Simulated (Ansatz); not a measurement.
HfSc2O3: from a guess to a relaxed structure

The calculation used Ansatz, DFT PBE, scalar-relativistic, plane waves, PAW. Cutoff 420 eV, Gaussian smearing, Γ-centred meshes. Cell and atoms relax first on a coarse mesh and then on a finer one. In between, the cell is made exact in the group found at 0.06 Å. In metals the finer mesh still leaves noise of several meV/atom or more. The steps can't lower the symmetry of their start. No spin polarisation in the relaxation; trial moments died out in a coarse test.

The guess for HfSc2O3 was made by a generator: random cell by space group and Wyckoff sites (P6/mmm, No. 191). Its size is a rough estimate.

```yaml
crystal:
  lattice:
    - [4.19406, 0.00000, 0.00000]
    - [-2.09703, 3.63216, 0.00000]
    - [0.00000, 0.00000, 6.41475]
  atoms:
    - { symbol: Hf, position: [0.00000, 0.00000, 0.00000] }
    - { symbol: Sc, position: [0.33333, 0.66667, 0.50000] }
    - { symbol: Sc, position: [0.66667, 0.33333, 0.50000] }
    - { symbol: O, position: [0.50000, 0.00000, 0.00000] }
    - { symbol: O, position: [0.00000, 0.50000, 0.00000] }
    - { symbol: O, position: [0.50000, 0.50000, 0.00000] }
```

Energies over the elements count from the elements' standard structures at the same level (O₂ as a molecule), with no fitted energy shifts.

Question: Which structure results?

Answer: The symmetry stays P6/mmm (No. 191). The volume per atom shrinks by 25.2 %, from 16.3 to 12.2 Å³. The shortest distance goes from 2.10 Å (Hf–O and O–O) to 2.16 Å (Sc–O). The ratio c/a of the conventional cell changes by a factor of 0.39. The energy falls by about 2.6 eV/atom (the start's value is from the coarse mesh). Conventional cell: a = 5.230 Å, c = 3.085 Å. Around Hf lie 6 O at 2.61 Å, 2 Hf at 3.08 Å and 12 Sc at 3.39 Å; Sc is surrounded by 6 O at 2.16 Å, 5 Sc at 3.02–3.08 Å and 6 Hf at 3.39 Å; O is surrounded by 4 Sc at 2.16 Å, 2 Hf at 2.61 Å and 4 O at 2.61 Å.

```xyz
6
Lattice="5.2295 0.0000 0.0000 -2.6148 4.5289 0.0000 0.0000 0.0000 3.0848" Properties=species:S:1:pos:R:3 pbc="T T T"
Hf    0.0000    0.0000    0.0000
Sc    0.0000    3.0193    1.5424
Sc    2.6148    1.5096    1.5424
O     2.6148    0.0000    0.0000
O    -1.3074    2.2645    0.0000
O     1.3074    2.2645    0.0000
```

Question: Give its energy and gap.

Answer: The formation energy is −2.63 eV/atom and the gap on the 12×12×12 mesh of the 6-atom cell is 0 eV (a metal).

A negative formation energy is needed for stability but isn't enough: competing phases decide.

The last run used Gaussian smearing of 0.10 eV. These runs have no spin–orbit coupling, which can matter for Hf. Symmetry constrained the relaxation, so the result can be a saddle point.
